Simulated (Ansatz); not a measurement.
SiSn:
```yaml
crystal:
  lattice:
    - [3.86856, 0.00000, 0.00000]
    - [-1.93428, 3.35027, 0.00000]
    - [0.00000, 0.00000, 3.56452]
  atoms:
    - { symbol: Sn, position: [0.00000, 0.00000, 0.00000] }
    - { symbol: Si, position: [0.66667, 0.33333, 0.50000] }
```

Relaxed with PBE. Special points in fractions of this cell's reciprocal vectors: Γ (0.000, 0.000, 0.000); M (0.500, 0.000, 0.000); K (0.333, 0.333, 0.000); A (0.000, 0.000, 0.500); L (0.500, 0.000, 0.500); H (0.333, 0.333, 0.500).

List the band energies nearest the Fermi level at these points for the program Ansatz at the PBE with spin–orbit coupling level (PAW).

In eV from the Fermi level; about four levels below and three above (degenerate sets whole), none deeper than 8.9 eV; points with the same levels are listed once.

```csv
k,below,above
Γ,-0.68 -0.68 -0.41 -0.41,0.05 0.05 0.21 0.21
M,-7.40 -7.40 -1.86 -1.86,0.40 0.40 1.53 1.53
K,-7.93 -7.93 -4.51 -4.38,2.19 2.20 3.37
A,-8.65 -8.65 -8.57 -8.57,2.02 2.02 2.06 2.06
L,-4.13 -4.13 -3.98 -3.98,0.95 0.95 1.50 1.50
H,-1.47 -1.35 -1.34 -1.22,7.32 7.36 8.78
```

Space group P-6m2. The cell is a constructed one: a structure type filled with these elements; neither database checked (COD, Materials Project) lists it. Whether it is the stable phase at ambient conditions was not checked. The cell keeps a stress of up to 0.3 GPa. Symmetry was held in the PBE relaxation; its stability against distortions is not shown here.

Potentials: the earlier of the program's two PAW sets.
